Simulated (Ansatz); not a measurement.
# Structure relaxation, ScAl3

The relaxed structure here is a generated cell of ScAl3: the first start was made by placing the elements on the sites of a structure type, and the end was not matched to a known phase here, so it may be hypothetical.

The start is a generated cell, ScAl3 placed in the A15 structure type. Cell shape, volume and atoms are optimised at zero target pressure with r2SCAN (plane waves to 500 eV, PAW, scalar-relativistic; Ansatz, a program for electronic structure). The first steps use a coarse 7×7×7 k-mesh.

The start:
```
CELL_PARAMETERS angstrom
      4.88408     0.00000     0.00000
      0.00000     4.88408     0.00000
      0.00000     0.00000     4.88408
ATOMIC_POSITIONS crystal
  Al 0.25000 0.00000 0.50000
  Al 0.75000 0.00000 0.50000
  Al 0.00000 0.50000 0.25000
  Al 0.00000 0.50000 0.75000
  Al 0.50000 0.25000 0.00000
  Al 0.50000 0.75000 0.00000
  Sc 0.00000 0.00000 0.00000
  Sc 0.50000 0.50000 0.50000
```

```yaml
initial_pressure: "+29.2 GPa (positive: the cell is compressed)"
outcome: The space group stays Pm-3n (No. 223) (the run could not lower it); the end is A15 (Cr3Si type), with 8 atoms in the primitive cell
energy_released: 0.29 eV/atom
volume_change: +26.3 %, from 14.56 to 18.39 Å³/atom
band_gap_at_the_end: no gap (metallic)
optimiser_moves: 7
```

Final structure:

```cif
data_Al6Sc2
_chemical_formula_sum 'Al6 Sc2'
_space_group_name_H-M_alt 'Pm-3n'
_space_group_IT_number 223
_space_group_name_Hall '-P 4n 2 3'
_cell_length_a 5.27879
_cell_length_b 5.27879
_cell_length_c 5.27879
_cell_angle_alpha 90.000
_cell_angle_beta 90.000
_cell_angle_gamma 90.000
loop_
_atom_site_label
_atom_site_type_symbol
_atom_site_symmetry_multiplicity
_atom_site_Wyckoff_symbol
_atom_site_fract_x
_atom_site_fract_y
_atom_site_fract_z
_atom_site_occupancy
Al1 Al 6 c 0.00000 0.50000 0.25000 1
Sc1 Sc 2 a 0.00000 0.00000 0.00000 1
```

Final values are on a 9×9×9 k-mesh of the relaxed cell. No spin polarisation in the result.

The run could not lower the symmetry of its start; a shaken copy of this end point relaxes with r2SCAN to R32 (No. 155), 0.05 eV/atom lower.
